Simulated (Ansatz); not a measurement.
Given:

Starting cell, Be (hcp, Mg type):

```
CELL_PARAMETERS angstrom
      2.26472     0.00000     0.00000
     -1.13236     1.96131     0.00000
      0.00000     0.00000     3.56124
ATOMIC_POSITIONS crystal
  Be 0.33333 0.66667 0.75000
  Be 0.66667 0.33333 0.25000
```

The atoms are displaced by Q × the pattern below (from a DFPT mode at Γ, largest move 1; Q in Å), at fixed cell.

| atom | x | y | z |
|---|---|---|---|
| Be1 | 0.000 | 0.000 | -1.000 |
| Be2 | 0.000 | 0.000 | 1.000 |

These are PBE (plane waves to 420 eV, PAW, scalar-relativistic; Ansatz, an electronic-structure program) values and carry that method's errors. k mesh 23×23×13 (Γ-centred), Fermi-Dirac smearing 0.05 eV. E stands for the smeared free energy. With partly filled bands, energies and forces of such displacements shift with the k mesh and the smearing. Be was relaxed with its symmetry unable to fall. ΔE is measured from the undisplaced structure.

The scan covers Q from -0.100 to 0.100 Å in 13 points.

Question: Is the energy the same for equal positive and negative displacements?

Answer: Even: the same for both signs.

Question: Which space group does the distorted structure have?

Answer: P-3m1 (No. 164), lowered from P6_3/mmc.

Question: What is the energy change at Q = 0.100 Å?

Answer: 162 meV/cell.

Question: What harmonic wavenumber does the curvature at Q = 0 give?

Answer: 693 cm⁻¹.

(For displaced atoms, the force is minus the slope of the energy, and its curvature is a force constant, which sets phonon frequencies.)
